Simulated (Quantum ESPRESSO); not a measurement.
# Strain and stress in ZnAl3SAs3

The results below are calculated, not measured. They come from pw.x of Quantum ESPRESSO 7.5, a plane-wave density functional program, with PseudoDojo standard norm-conserving files (v0.5 for PBE, v0.4.1 for LDA and PBEsol). The cells are made up: elements, strain and atom displacements were drawn at random, and nothing was relaxed. There is no spin polarisation, spin-orbit coupling or dispersion term.

The cell has 8 sites of a zincblende or diamond lattice. Sites 1 to 4 hold Zn Al Al Al; sites 5 to 8 hold S As As As. Cell vectors in Å: (5.733, 0.054, 0.052); (0.054, 5.689, 0.034); (0.052, 0.034, 5.637). Settings: PBE, cutoff 1143 eV, 4 x 4 x 4 k mesh shifted by half a step, Fermi-Dirac smearing of 0.025 eV.

Each run adds the same strain along x and y to one cell, with the atoms carried along; the vectors above are those of run 5. Stress is positive in tension and P is minus a third of its trace. E is the free energy for each atom above the lowest run shown. The last column is band 41 less band 40 at Gamma, from a band step after each run.

```
run  strain (%)  s_xx (GPa)  s_yy (GPa)  s_zz (GPa)  s_xy (GPa)  P (GPa)  E (meV/atom)  level step at Gamma (eV)
  1       -2.47       -4.06       -4.32       -3.09        4.81     3.83         13.73                     0.830
  2       -1.73       -2.74       -3.01       -2.17        4.46     2.64          6.43                     0.801
  3       -1.11       -1.70       -1.98       -1.45        4.18     1.71          2.25                     0.772
  4       -0.54       -0.79       -1.07       -0.84        3.93     0.90          0.00                     0.741
  6        1.34        1.89        1.61        0.94        3.20    -1.48          2.46                     0.611
  7        2.11        2.87        2.58        1.56        2.93    -2.34          7.47                     0.549
  5        0.01           ?           ?           ?           ?        ?             ?                         ?
```

A rerun of one of these cells at 1437 eV and k mesh 6 x 6 x 6 moved values by no more than 0.007 eV in the cell's energy, 0.02 GPa in stress and 0.003 eV/Å in force.

## Worked fit

A parabola through the six runs shown gives s_xx = 0.03 + 1.49 e - 0.068 e² GPa, with e in per cent and a scatter of 0.01 GPa. The slope is a stiffness of 149 ± 1 GPa for each unit of this strain at e = 0, the sum of the responses of s_xx to strain along x and along y. The atoms are clamped, and relaxing them would in general lower it. The error is the larger of the fit's own and the change that a cubic makes, rounded up.

## Withheld run

Question: what s_xx should run 5 give?

The fit gives 0.04 GPa. The calculation gave 0.04 GPa.

| run | strain (%) | s_xx (GPa) | s_yy (GPa) | s_zz (GPa) | s_xy (GPa) | P (GPa) | E (meV/atom) | level step at Gamma (eV) |
| --- | --- | --- | --- | --- | --- | --- | --- | --- |
| 5 | 0.01 | 0.04 | -0.24 | -0.28 | 3.71 | 0.16 | -0.78 | 0.707 |